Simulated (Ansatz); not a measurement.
# ¹⁴N nuclear quadrupole resonance in H7N2F

Cell: a computed structure from the Materials Project (it need not be an observed phase), atoms as given.

```
CELL_PARAMETERS angstrom
8.04838 0.00000 0.00000
0.00000 5.62965 0.00000
0.00000 0.00000 7.36770
ATOMIC_POSITIONS crystal
H 0.72531 0.78850 0.02829
H 0.27469 0.21150 0.52829
H 0.77469 0.78850 0.52829
H 0.22531 0.21150 0.02829
H 0.74558 0.04598 0.14943
H 0.25442 0.95402 0.64943
H 0.75442 0.04598 0.64943
H 0.24558 0.95402 0.14943
H 0.63095 0.04440 0.95671
H 0.36905 0.95560 0.45671
H 0.86905 0.04440 0.45671
H 0.13095 0.95560 0.95671
H 0.55901 0.90101 0.14622
H 0.44099 0.09899 0.64622
H 0.94099 0.90101 0.64622
H 0.05901 0.09899 0.14622
H 0.62979 0.43277 0.56180
H 0.37021 0.56723 0.06180
H 0.87021 0.43277 0.06180
H 0.12979 0.56723 0.56180
H 0.73588 0.43151 0.37164
H 0.26412 0.56849 0.87164
H 0.76412 0.43151 0.87164
H 0.23588 0.56849 0.37164
H 0.56357 0.59186 0.38692
H 0.43643 0.40814 0.88692
H 0.93643 0.59186 0.88692
H 0.06357 0.40814 0.38692
N 0.66367 0.94661 0.07107
N 0.33633 0.05339 0.57107
N 0.83633 0.94661 0.57107
N 0.16367 0.05339 0.07107
N 0.66661 0.53648 0.45554
N 0.33339 0.46352 0.95554
N 0.83339 0.53648 0.95554
N 0.16661 0.46352 0.45554
F 0.60589 0.19695 0.76259
F 0.39411 0.80305 0.26259
F 0.89411 0.19695 0.26259
F 0.10589 0.80305 0.76259
```

Atom numbers follow the list; atoms alike are taken as one site, whose name carries the number of the first.

All values are calculated (Ansatz; DFT, PBE, plane waves and PAW, scalar-relativistic, 420 eV cutoff, Γ-centred 3×4×3 k-points, Fermi–Dirac smearing 0.02 eV), not measured.

¹⁴N: I = 1, Q = 20.44 mb (year-2017 value). Static lattice, zero field.

Task: Predict the zero-field ¹⁴N lines of each site.

Result: For I = 1 the lines are ν± = (3/4)|C_Q|(1 ± η/3) and ν₀ = |C_Q|η/2.

| site | atoms | V_zz (10²¹ V/m²) | C_Q (MHz) | η | line frequencies (MHz) |
| --- | --- | --- | --- | --- | --- |
| N29 | 29, 30, 31, 32 | -0.81 | -0.399 | 0.08 | 0.0151, 0.291, 0.307 |
| N33 | 33, 34, 35, 36 | -6.73 | -3.32 | 0.00 | 0.00644, 2.49, 2.50 |

At N33 V_zz stands upright on the plane through its three neighbours (within 1°).

The largest force is 0.3 eV/Å, so the atoms aren't at the calculated equilibrium and relaxing them would move these values.
